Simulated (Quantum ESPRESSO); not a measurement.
# Quadrupole interaction in K3NaF4 (changed cell)

```yaml
crystal:
  lattice:
    - [5.27813, 0.00000, 0.00000]
    - [0.00000, 5.27813, 0.00000]
    - [0.00000, 0.00000, 5.27813]
  atoms:
    - { symbol: Na, position: [0.00000, 0.00000, 0.00000] }
    - { symbol: F, position: [0.50000, 0.00000, 0.00000] }
    - { symbol: K, position: [0.00000, 0.50000, 0.50000] }
    - { symbol: F, position: [0.50000, 0.50000, 0.50000] }
    - { symbol: K, position: [0.50000, 0.00000, 0.50000] }
    - { symbol: F, position: [0.00000, 0.00000, 0.50000] }
    - { symbol: K, position: [0.50000, 0.50000, 0.00000] }
    - { symbol: F, position: [0.00000, 0.50000, 0.00000] }
```
The cell was made here from a computed Materials Project entry: one of 4 K replaced by Na, cell and atoms relaxed (PBE without dispersion, pw.x of a modified build of Quantum ESPRESSO, symmetry kept). The parent is KF in Fm-3m. The swapped cell is a model, not a known phase. Stability against distortions was not tested.

Computed: field gradients by PBE PAW (JTH datasets; density from pw.x of Quantum ESPRESSO, gradients reconstructed from it by a script), 30 Ha, k-mesh 4×4×4 through Γ.

```
site                site symmetry  Vzz (10²¹ V/m²)   η_Q       ∣C_Q∣ (MHz)
------------------  -------------  ---------------  ----  ----------------
Na (atom 1)                  m-3m                0     –          0 (²³Na)
F1 (atoms 2, 6, 8)          4/mmm             2.60  0.00                 –
K (atoms 3, 5, 7)           4/mmm        under 0.2     –  under 0.27 (³⁹K)
F2 (atom 4)                  m-3m                0     –                 –
```

Quadrupole moments taken as inputs (sizes, barn, from the tables of PySCF and pymatgen): ²³Na 0.104, ³⁹K 0.0585.

Convention: |Vzz| is the largest principal value, η_Q = (Vxx − Vyy)/Vzz, |C_Q| = |eQVzz/h|. Cores are frozen. Against all-electron runs on small test molecules, this scheme's |Vzz| missed by −6 to +4 % (−29 % in KF) on F.
